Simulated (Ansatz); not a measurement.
# ZnCu

```
Zn Cu
1.0
     2.94500    0.00000    0.00000
     0.00000    2.94500    0.00000
     0.00000    0.00000    2.94500
Zn Cu
1 1
Direct
  0.50000 0.50000 0.50000
  0.00000 0.00000 0.00000
```

Atom numbers follow the list: Zn1, Cu2.

The conventional cell has a = 2.945 Å, b = 2.945 Å, c = 2.945 Å, α = 90.00°, β = 90.00°, γ = 90.00°. Zn (atom 1) has 8 Cu at 2.55 Å as nearest neighbours. Cu (atom 2) is surrounded by 8 Zn at 2.55 Å.

The cell comes from COD entry 9008814, which wasn't checked; take it as a given geometry.

Levels of theory: DFT, PBEsol, all-electron LAPW, scalar-relativistic (Ansatz 0.2.0); DFT, PBEsol, PAW with Ansatz's default frozen-core files, scalar-relativistic (Ansatz 0.2.0).

For LAPW: a Γ-centred 14×14×14 k mesh, Fermi–Dirac smearing of 0.05 eV, basis error target 0.5 meV/atom, no spin polarisation. PAW takes a cutoff of 420 eV at this cell (files made with PBE, cores remade for this functional). The Ansatz runs share mesh, smearing and spin set-up. Values come from LAPW unless marked.

| Property | Result |
| --- | --- |
| Pressure at this cell | -4.75 GPa |
| Volume per atom | 12.77 Å³ |

Task: Predict this quantity. Bader charges (from the PAW run).

Result: Zn1 +0.16, Cu2 -0.16 e.

Task: Give the computed value. Density of states at the Fermi level (0.2 eV bin).

Result: 0.51 states/eV per cell.

Task: Löwdin charges (with 0.71 e of the cell spilling out of the atomic basis, so their sizes and signs hang on that basis): what does the calculation give?

Result: Zn1 0.77, Cu2 -0.07 e.

Task: Give the computed value. Band gap.

Result: none: with an odd electron count and no spin polarisation the bands can't all be full, a metal in this set-up (spin order or a larger cell could open a gap).
